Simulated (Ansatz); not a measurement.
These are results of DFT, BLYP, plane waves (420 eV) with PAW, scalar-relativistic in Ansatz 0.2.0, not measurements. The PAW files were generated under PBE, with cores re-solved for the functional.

An element in the diamond structure gives this curve. The cell is scaled uniformly from the relaxed one, with fractional coordinates and shape fixed. Energies are extrapolated to zero smearing, pressures are those at the given smearing. Magnetic state: spin not included.

| V (Å³/atom) | E − E₀ (meV/atom) | P (GPa) |
| --- | --- | --- |
| 24.440 | 26.1 | 2.91 |
| 25.551 | 10.5 | 1.68 |
| 26.662 | 2.4 | 0.74 |
| 27.773 | 0.0 | 0.01 |
| 28.884 | 2.0 | -0.55 |
| 29.994 | 7.5 | -0.97 |
| 31.105 | 15.6 | -1.26 |

Problem. Which element is it?
A. zinc
B. tantalum
C. tungsten
D. germanium

Solution. A. Its fit is V₀ = 27.77 Å³/atom, B₀ = 15.9 GPa, B₀′ = 5.4.
